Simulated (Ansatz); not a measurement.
A: InSe (beta-GaS type, space group P6_3/mmc), a = 4.0320 Å, b = 4.0320 Å, c = 16.7626 Å, α = 90.00°, β = 90.00°, γ = 120.00°
B: TaS$_{2}$ (CdI2 type), a = b = 3.3294 Å, c = 5.7862 Å, α = β = 90.00°, γ = 120.00°
C: WS$_{2}$ (2H-MoS2 type, space group P6_3/mmc), a = b = 3.154 Å, c = 12.141 Å, α = β = 90.00°, γ = 120.00°

Scan: energy against volume (even scaling of the relaxed cell, symmetry kept). All come from one method, each on a k mesh of its own. All were relaxed with their symmetry unable to fall. Spin-orbit coupling is left out. TaS2 is run without spin polarisation. The PAW data are Ansatz's earlier set. WS2 is run without spin polarisation.

Order them by bulk modulus at fixed cell shape (fitted) (lowest first) at the level PBE-D3(BJ) (plane waves to 420 eV, PAW, scalar-relativistic; Ansatz, an electronic-structure program).

A (27.9 GPa), B (59.5 GPa), C (79.9 GPa)

(Under strain, the slope of the energy per volume gives the stress and its curvature an elastic modulus.)
